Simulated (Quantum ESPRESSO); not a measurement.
## AlInGa2As4 (convergence and cost over cutoff and k mesh)

Simulated, not a measurement. The program is pw.x of Quantum ESPRESSO 7.5 (plane-wave density functional theory). The cell is made up: 8 atoms on a zincblende/diamond lattice, with randomly drawn elements, strain and displacements, not relaxed. PseudoDojo standard norm-conserving files (v0.5 for PBE, v0.4.1 for LDA and PBEsol) set the functional; there is no spin polarisation, spin-orbit coupling or dispersion term, and the masses in the input are unused placeholders.

Input of the run in row 2:

```
&control calculation='scf', pseudo_dir='./dojo.nc.sr.pbe.v0_5.standard.upf', outdir='./o', disk_io='medium', tprnfor=.true., tstress=.true. /
&system ibrav=0, nat=8, ntyp=4, nbnd=57, ecutwfc=84.00895049, nosym=.true., tot_charge=0,
 occupations='smearing', smearing='fd', degauss=0.0018374661
/
&electrons conv_thr=7.350e-09, electron_maxstep=60, /
ATOMIC_SPECIES
Al 1.0 Al.upf
As 1.0 As.upf
Ga 1.0 Ga.upf
In 1.0 In.upf
CELL_PARAMETERS angstrom
5.6988 -0.0679 -0.0237
-0.0679 5.7225 -0.0508
-0.0237 -0.0508 5.8842
ATOMIC_POSITIONS angstrom
Al 0.083 0.056 0.0423
In -0.0588 2.889 2.9259
Ga 2.8688 -0.0605 2.8775
Ga 2.7628 2.9541 -0.0349
As 1.2686 1.317 1.3469
As 1.3908 4.2254 4.4442
As 4.3115 1.3823 4.3363
As 4.2241 4.2438 1.3641
K_POINTS automatic
4 4 4 1 1 1
```

The same cell was run at these settings. Meshes are shifted by half a step, and differences are from the last row, which is itself not exact.

| cutoff (eV) | k mesh | k points solved | threshold (eV) | free energy less the last row's (eV) | pressure (GPa) | largest stress difference (GPa) | largest force difference (eV/Å) | iterations | wall time (s) | k-point pools | processor |
| --- | --- | --- | --- | --- | --- | --- | --- | --- | --- | --- | --- |
| 800 | 2 x 2 x 2 | 4 | 1e-04 | 11.797 | -80.60 | 86.16 | 0.094 | 7 | 60 | 1 | AMD EPYC, Zen 5 class |
| 1143 | 4 x 4 x 4 | 32 | 1e-07 | 0.013 | 5.01 | 0.01 | 0.003 | 10 | 747 | 1 | AMD EPYC, Zen 5 class |
| 1437 | 6 x 6 x 6 | 108 | 1e-07 | 0.000 | 5.01 | 0.00 | 0.000 | 10 | 2674 | 1 | AMD EPYC, Zen 5 class |

Each pool is one process. Wall times include start-up and a band step at six k points, which weighs most on the coarsest meshes. The runs were on shared virtual cores whose load varied, so times are rough.